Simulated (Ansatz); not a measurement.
# MgMn4Cr2O12 — field gradients at the nuclei

The cell is a Materials Project structure (computed, not necessarily an observed phase), taken as it stands.

```
CELL_PARAMETERS angstrom
4.42632 -2.54338 0.00000
4.42632 2.54338 0.00000
-0.10021 0.00000 10.14383
ATOMIC_POSITIONS crystal
Mg 0.16581 0.83419 0.50000
Mn 0.33841 0.83320 0.23693
Mn 0.16680 0.66160 0.76307
Mn 0.83464 0.33336 0.75079
Mn 0.66664 0.16536 0.24921
Cr 0.49908 0.00072 0.75233
Cr 0.99928 0.50092 0.24767
O 0.15623 0.00755 0.84827
O 0.85590 0.98815 0.64965
O 0.99245 0.84378 0.15173
O 0.33302 0.52077 0.34990
O 0.65568 0.84345 0.34603
O 0.83692 0.65695 0.84800
O 0.15655 0.34432 0.65397
O 0.47923 0.66698 0.65010
O 0.34305 0.16308 0.15201
O 0.66277 0.49176 0.15252
O 0.01185 0.14410 0.35035
O 0.50824 0.33723 0.84747
```

Atoms are numbered from 1 in the order listed; like atoms form one site, named after its first atom.

The numbers come from a DFT calculation in Ansatz (PBE+U (U = 4.5 eV on Cr d, U = 3.9 eV on Mn d), plane waves and PAW, scalar-relativistic, collinear spin, 420 eV cutoff, Γ-centred 5×5×2 k-points, Fermi–Dirac smearing 0.02 eV). Start moments as typed (μB): 0 -3 3 -3 3 3 -3 0 0 0 0 0 0 0 0 0 0 0 0 by atom.

Conventions: |V_zz| ≥ |V_yy| ≥ |V_xx|, η = (V_xx − V_yy)/V_zz, C_Q = eQV_zz/h.

²⁵Mg: I = 5/2, Q = 199.4 mb; 55Mn: I = 5/2, Q = 330.0 mb; 53Cr: I = 3/2, Q = -150.0 mb; ¹⁷O: I = 5/2, Q = -25.58 mb. Q values from Pyykkö, Mol. Phys. 116, 1328 (2018).

(1) What field gradients does the calculation give at each kind of site?

Results:

(1) 

```tsv
site	atoms (order as listed)	first shell	V_xx, V_yy, V_zz (10²¹ V/m²)	η	C_Q (MHz)
Mg	1	4 O at 2.05 Å; also 4 O at 2.98–3.01 Å	-0.72, -2.32, 3.05	0.52	14.7
Mn2	2, 3	6 O at 1.90–1.99 Å	-0.74, -0.97, 1.71	0.13	13.7
Mn4	4, 5	6 O at 1.92–2.03 Å	-0.040, -2.33, 2.37	0.97	18.9
Cr	6, 7	6 O at 1.98–2.08 Å	-0.53, -1.78, 2.31	0.54	-8.38
O8	8, 10	2 Mn at 1.92–1.94 Å, 1 Cr at 1.99 Å	0.56, 4.93, -5.49	0.79	3.40
O9	9, 18	2 Mn at 1.99 Å, 1 Mg at 2.05 Å, 1 Cr at 2.08 Å	-0.24, -1.79, 2.03	0.76	-1.26
O11	11, 15	2 Mn at 1.98–2.03 Å, 1 Cr at 2.03 Å, 1 Mg at 2.05 Å	1.06, 2.15, -3.21	0.34	1.99
O12	12, 14	2 Mn at 1.95–1.98 Å, 1 Cr at 2.01 Å; also 2 Mg at 2.98–3.01 Å	0.85, 3.01, -3.86	0.56	2.39
O13	13, 16	2 Mn at 1.91–1.92 Å, 1 Cr at 1.99 Å	0.95, 4.25, -5.21	0.63	3.22
O17	17, 19	2 Mn at 1.90–1.93 Å, 1 Cr at 1.98 Å	0.55, 4.46, -5.00	0.78	3.10
```

The largest force is 0.3 eV/Å, so the atoms aren't at the calculated equilibrium and relaxing them would move these values. Runs of this kind can end above the lowest electronic state. The magnetic order is the one that the run reached from its start moments, not necessarily the measured one; the program found signs of a lower order. Where η is near 1 the sign of V_zz means little.

The run took 5 min of wall time (9.7 min of CPU time) and 1.6 GiB at its peak, on 2 threads of Intel Xeon Processor @ 2.50GHz (Skylake/Cascade Lake) (x86_64; 62 cores open to the job, memory cap 5.0 GiB, no GPU), a shared host with a load of 0.9 a core.
